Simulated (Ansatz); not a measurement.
**Zn2C: elastic constants from stress and strain**

```xyz
3
Lattice="0.0000 2.6044 2.6044 2.6044 0.0000 2.6044 2.6044 2.6044 0.0000" Properties=species:S:1:pos:R:3 pbc="T T T"
C     0.0000    0.0000    0.0000
Zn    1.3022    1.3022    1.3022
Zn    3.9066    3.9066    3.9066
```

Atoms are numbered in the order listed.

The structure comes from a relaxation in the same program, started in the fluorite type, and has space group Fm-3m. Whether it is a known phase or the ground state wasn't checked.

Computed with Ansatz 0.2.0, DFT, PBE, all-electron LAPW, scalar-relativistic.

Numerical set-up: a Γ-centred 11×11×11 k mesh, Fermi–Dirac smearing of 0.08 eV, basis error target 0.5 meV/atom, no spin polarisation.

The unstrained cell is at 0.00 GPa. Large strains and very small stresses are left out. Each strain is applied once, with fractional coordinates held (clamped ions), and σ below is the change of stress, positive in tension. One finite strain gives stress–strain coefficients at this pressure with an error of the order of the strain times third-order constants, a few per cent for each per cent of strain. In a metal the k mesh adds noise of tens of per cent to soft shears.

(1) Estimate the stiffness probed by this change, and the stress that it gives: xy engineering shear strain of -1.5 %.

(2) Estimate the stiffness probed by this change, and the stress that it gives: x and y strained by -2 %, z held.

(3) What do those two numbers (x and y strained by -2 %, z held) give for C11, and is the cell stable to tetragonal shear?

Answers

(1) σxy = -0.80 GPa and γxy = 2εxy = -0.0150, so C44 (clamped ions) = σxy/γxy = 54 GPa.

(2) σxx = -7.47 GPa, σzz = -2.47 GPa and εxx = εyy = -0.0200, so C12 = σzz/(2εxx) = 62 GPa and C11 + C12 = σxx/εxx = 374 GPa.

(3) C11 = 374 − 62 = 312 GPa and C11 − C12 = 250 GPa: positive, so stable to it.
